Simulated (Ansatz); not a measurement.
In₂Ge₂O₇:
```xyz
11
Lattice="3.3505 4.4118 0.0000 -3.3505 4.4118 0.0000 -1.0682 0.0000 4.8277" Properties=species:S:1:pos:R:3 pbc="T T T"
In     0.0000     6.1133     0.0000
In     0.0000     2.7103     0.0000
Ge     1.1502     4.4118     2.8627
Ge    -2.2185     4.4118     1.9650
O     -1.9689     2.9527     1.0215
O      0.9007     5.8710     3.8062
O      0.9007     2.9527     3.8062
O     -1.9689     5.8710     1.0215
O     -0.5341     0.0000     2.4139
O     -1.3887     4.4118     3.5095
O      0.3204     4.4118     1.3183
```

Relaxed with r²SCAN.

**Question.** Tabulate the valence density and the electron localisation function along the shortest In–O contact (2.13 Å), the program Ansatz at the r²SCAN level (PAW).

**Answer.** 

| distance from In (Å) | density (e/Å³) | ELF |
|---|---|---|
| 0.21 | 11.10 | 0.00 |
| 0.32 | 8.86 | 0.00 |
| 0.43 | 6.53 | 0.02 |
| 0.53 | 4.45 | 0.07 |
| 0.64 | 2.81 | 0.14 |
| 0.74 | 1.65 | 0.18 |
| 0.85 | 0.96 | 0.17 |
| 0.96 | 0.63 | 0.14 |
| 1.06 | 0.53 | 0.15 |
| 1.17 | 0.58 | 0.29 |
| 1.28 | 0.76 | 0.57 |
| 1.38 | 1.10 | 0.77 |
| 1.49 | 1.70 | 0.82 |
| 1.59 | 2.71 | 0.82 |
| 1.70 | 4.07 | 0.76 |
| 1.81 | 5.48 | 0.64 |
| 1.91 | 6.65 | 0.46 |

The density is the valence pseudo-density with augmentation charge, so density and ELF within about 1 Å of a nucleus are not all-electron values.

Space group C2/m. The first step of the workflow began from a Materials Project structure, measured or hypothetical; the Crystallography Open Database files this formula in space group No. 12, but the cells were not matched. Whether it is the stable phase at ambient conditions was not checked. The cell was relaxed with r²SCAN under the symmetry of its start; its stability against distortions is not shown here.

Potentials: the later of the program's two PAW sets.
